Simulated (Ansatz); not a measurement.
Input for Ansatz (plane-wave DFT, PAW):

```yaml
crystal:
  lattice:
    - [3.966138, 0.0, 0.0]
    - [0.0, 3.966138, 0.0]
    - [0.0, 0.0, 3.966138]
  atoms:
    - { symbol: Ca, position: [0.0, 0.0, 0.0] }
    - { symbol: Mg, position: [0.5, 0.5, 0.5] }
basis:
  ecutwfc: 500
kpoints:
  mp_grid: { grid: [10, 10, 10] }
hamiltonian:
  xc: r2scan
scf:
  occupations: { method: gaussian, width: 0.1 }
output:
  forces: true
  stress: true
  eigenvalues: true
relax:
  adjacent_minimum: "off"
  f_tol: 0.005
  max_steps: 80
  cell: { stress_tol: 0.05 }
```

It can be run as
```bash
ansatz run input.yaml --threads 1 --pin off --backend cpu --events-out ev --progress --plain --runs-dir out  # memory cap (--max-ram) not shown
```

All numbers below come from Ansatz 0.2.0, DFT r2SCAN, scalar-relativistic, plane waves, PAW.

Part of what the program printed, abridged:

```
Pseudopotentials: kind: paw
Pseudopotential: Ca, paw, valence charge 10, recommended cutoff 500 eV (meta_gga)
Pseudopotential: Mg, paw, valence charge 10, recommended cutoff 500 eV (meta_gga)
Functional definition: r2SCAN
Crystal: 2 atoms, lattice volume = 62.388 Å³
Basis set: ecut = 500 eV, 1575 PW (Γ), exchange–correlation on 120×120×120 points (64 copies of the dense FFT grid, shifted against one another)
Bands: 14, of which v1, the nominal top of the filled ones, is band 10 counted from 1 (9 counted from 0)
Symmetry: 48 space group operations
Space group: Pm-3m (ITA 221), of the structure as read, at distance tolerance 4.0e-5 Å
k-points: 56 of 1000
Initial density: superposition of atomic densities (neutral atoms: chi_scale 0, normalization atom), corrected by the library's trained network
Initial wavefunctions: pseudopotential atomic-orbital guess
Functional: x = r2scan, c = r2scan; τ floored in thin density (d = 2e-4 eV/Å³)
SCF iter   1: F=—  HF=-3748.217809 eV  |F-HF|=—  |Δ(HF+E_count)|=         —  Δρ=5.97e-3  dr2=1.50e-2  dr2_τ=1.83e-3  ethr=1.77e-3  ⟨swp⟩=6.0  Hψ=4831  notcnv=0
SCF iter   2: F=—  HF=-3748.246876 eV  |F-HF|=—  |Δ(HF+E_count)|=   2.91e-2  Δρ=2.71e-3  dr2=4.85e-3  dr2_τ=9.69e-5  ethr=7.48e-5  ⟨swp⟩=2.0  Hψ=2010  notcnv=0  defer=6
SCF iter   3: F=—  HF=-3748.246394 eV  |F-HF|=—  |Δ(HF+E_count)|=   4.81e-4  Δρ=8.63e-4  dr2=8.22e-4  dr2_τ=1.75e-5  ethr=2.43e-5  ⟨swp⟩=3.0  Hψ=1475  notcnv=0  defer=6
SCF iter   4: F=—  HF=-3748.246402 eV  |F-HF|=—  |Δ(HF+E_count)|=   8.21e-6  Δρ=2.12e-4  dr2=1.89e-5  dr2_τ=1.12e-6  ethr=4.11e-6  ⟨swp⟩=2.0  Hψ=1042  notcnv=0  defer=6
SCF iter   5: F=—  HF=-3748.246405 eV  |F-HF|=—  |Δ(HF+E_count)|=   2.63e-6  Δρ=2.57e-5  dr2=4.06e-7  dr2_τ=7.38e-8  ethr=9.43e-8  ⟨swp⟩=2.2  Hψ=1288  notcnv=0  defer=6
SCF iter   6: F=-3748.246405 eV  HF=-3748.246405 eV  |F-HF|=1.23e-8  |Δ(HF+E_count)|=   2.33e-7  Δρ=5.34e-6  dr2=1.88e-8  dr2_τ=8.34e-10  ethr=5.00e-10  ⟨swp⟩=6.5  Hψ=3697  notcnv=0
SCF 1 converged in 6 iterations: F = -3748.246405 eV  dr2 = 1.88e-8
relax step   1: F+E_penalty+E_count = -3748.24640519 eV  Δ(F+E_penalty+E_count) = +0.000e0 eV  max|allowed force component| = 4.773e-29 eV/Å  Δτ_max = 0.0000 Å  P = +0.111 GPa  Ω = 62.388 Å³  (6 SCF iters, dr2 threshold 1.00e-7 eV, accepted)
Crystal: 2 atoms, lattice volume = 62.559 Å³
Initial density: handed on by an earlier stage of this run
Initial wavefunctions: those handed on with the density
SCF iter   1: F=—  HF=-3748.246347 eV  |F-HF|=—  |Δ(HF+E_count)|=         —  Δρ=4.46e-5  dr2=1.47e-6  dr2_τ=5.57e-5  ethr=2.23e-8  ⟨swp⟩=2.4  Hψ=4922  notcnv=0
SCF iter   2: F=—  HF=-3748.246464 eV  |F-HF|=—  |Δ(HF+E_count)|=   1.17e-4  Δρ=3.24e-5  dr2=1.75e-6  dr2_τ=5.35e-8  ethr=7.35e-9  ⟨swp⟩=2.0  Hψ=1353  notcnv=0
SCF iter   3: F=—  HF=-3748.246464 eV  |F-HF|=—  |Δ(HF+E_count)|=   3.34e-7  Δρ=1.92e-5  dr2=6.16e-7  dr2_τ=8.69e-9  ethr=7.35e-9  ⟨swp⟩=1.9  Hψ=900  notcnv=0
SCF iter   4: F=-3748.246464 eV  HF=-3748.246464 eV  |F-HF|=6.23e-9  |Δ(HF+E_count)|=   1.53e-7  Δρ=5.13e-6  dr2=1.29e-8  dr2_τ=2.91e-9  ethr=1.55e-10  ⟨swp⟩=3.1  Hψ=3102  notcnv=0
SCF 2 converged in 4 iterations: F = -3748.246464 eV  dr2 = 1.29e-8
relax step   2: F+E_penalty+E_count = -3748.24646371 eV  Δ(F+E_penalty+E_count) = -5.852e-5 eV  max|allowed force component| = 1.594e-30 eV/Å  Δτ_max = 0.0000 Å  P = +0.039 GPa  Ω = 62.559 Å³  energy of the carried Pulay correction = -2.122e-5 eV  (4 SCF iters, dr2 threshold 3.10e-8 eV, accepted)
Initial wavefunctions: pseudopotential atomic-orbital guess (no wavefunctions were taken with the density)
SCF iter   1: F=—  HF=-3748.246482 eV  |F-HF|=—  |Δ(HF+E_count)|=         —  Δρ=5.53e-6  dr2=1.30e-8  dr2_τ=4.88e-9  ethr=7.63e-8  ⟨swp⟩=3.1  Hψ=7150  notcnv=0
SCF iter   2: F=—  HF=-3748.246483 eV  |F-HF|=—  |Δ(HF+E_count)|=   1.61e-7  Δρ=3.00e-6  dr2=4.33e-9  dr2_τ=6.91e-10  ethr=6.48e-11  ⟨swp⟩=2.0  Hψ=1344  notcnv=0
SCF iter   3: F=—  HF=-3748.246483 eV  |F-HF|=—  |Δ(HF+E_count)|=   1.61e-9  Δρ=6.27e-7  dr2=4.32e-10  dr2_τ=1.48e-11  ethr=2.17e-11  ⟨swp⟩=2.0  Hψ=1126  notcnv=0
SCF iter   4: F=—  HF=-3748.246483 eV  |F-HF|=—  |Δ(HF+E_count)|=  2.23e-11  Δρ=2.75e-7  dr2=1.10e-10  dr2_τ=1.66e-12  ethr=2.16e-12  ⟨swp⟩=2.0  Hψ=1291  notcnv=0
SCF iter   5: F=-3748.246483 eV  HF=-3748.246483 eV  |F-HF|=4.55e-13  |Δ(HF+E_count)|=  2.09e-11  Δρ=8.46e-8  dr2=5.03e-12  dr2_τ=3.21e-13  ethr=1.00e-12  ⟨swp⟩=4.0  Hψ=3383  notcnv=0
SCF 3 converged in 5 iterations: F = -3748.246483 eV  dr2 = 5.03e-12
SCF converged after 5 iterations
Free energy (F): -3748.246483 eV
Harris-Foulkes:  -3748.246483 eV  (|F-HF|=4.55e-13)
Internal energy: -3748.236103 eV  (E = F + TS)
E sigma→0 (E₀):  -3748.241293 eV
Entropy (-TS):   -0.010380 eV (-5.190 meV/atom)
Fermi energy:    5.251776 eV
--- Per-component energies (eV) ---
  E_band       = -550.023010
  E_kinetic    = 350.037054
  E_local      = -2492.536759  (includes V_loc(G=0)·N_el)
  E_nonlocal   = 159.259609
  E_hartree    = 876.863392
  E_xc         = -161.406106
  E_vxc        = -229.715533  (∫ρ·V_xc dr)
  E_paw        = -1160.131629  (= ΣΔE_a)
  E_vpaw       = -104.840793  (= ΣTr[D̂ρ^β])
  E_aug_tail   = -0.000006  (compensation charges beyond the density's cutoff)
  E_vtau       = 14.046617  (kinetic-family band-sum trace: ∫τ·v_τ [+ j·A + Jᵃ·Aᵃ] dr)
  E_ewald      = -1320.074785
  E_core_change = -0.246873  (= ΣΔE_core)
  E_smearing   = -0.010380  (= −TS)
--- Forces (eV/Å), atoms counted from 1 ---
  atom   1  Ca     0.00000000     0.00000000     0.00000000
  atom   2  Mg     0.00000000     0.00000000     0.00000000
--- Stress (GPa, compression-positive) ---
        0.038755       0.000000       0.000000
        0.000000       0.038755       0.000000
        0.000000       0.000000       0.038755
  P = ⅓ Tr σ = 0.0388 GPa (0.388 kbar)
--- Band table (eV; the first three rows and the last of 56) ---
  k-point 0: bands = ["-73.5167", "-38.6135", "-38.6135", "-38.6135", "-37.9957", "-18.0863", "-18.0863", "-18.0863", "-0.1587", "6.4930", "6.4930", "9.5273", "9.5273", "9.5273"]
  k-point 1: bands = ["-73.5167", "-38.6137", "-38.6135", "-38.6135", "-37.9953", "-18.0932", "-18.0857", "-18.0857", "-0.0487", "6.2731", "6.5563", "8.9873", "8.9873", "9.3758"]
  k-point 2: bands = ["-73.5167", "-38.6141", "-38.6135", "-38.6135", "-37.9942", "-18.1114", "-18.0841", "-18.0841", "0.2769", "5.5789", "6.7354", "8.5217", "8.5217", "9.3060"]
  k-point 55: bands = ["-73.5166", "-38.6145", "-38.6145", "-38.6145", "-37.9837", "-18.1402", "-18.1402", "-18.1402", "4.9968", "4.9968", "4.9968", "7.0197", "8.1080", "8.1080"]
--- Relaxed structure (2 steps of the walk, 2 accepted, 1 SCFs on fresh bases) ---
  F+E_penalty+E_count = -3748.24648257 eV   max|allowed force component| = 6.820e-30 eV/Å   (the final SCF, on the basis selected at the relaxed cell)
  cell:  # Å, volume = 62.5590 Å³
    - [3.96975020, 0.0, 0.0]
    - [0.0, 3.96975020, 0.0]
    - [0.0, 0.0, 3.96975020]
  atoms:
    - { symbol: Ca, position: [0.0, 0.0, 0.0] }
    - { symbol: Mg, position: [0.5, 0.5, 0.5] }
```

The relaxation met its thresholds.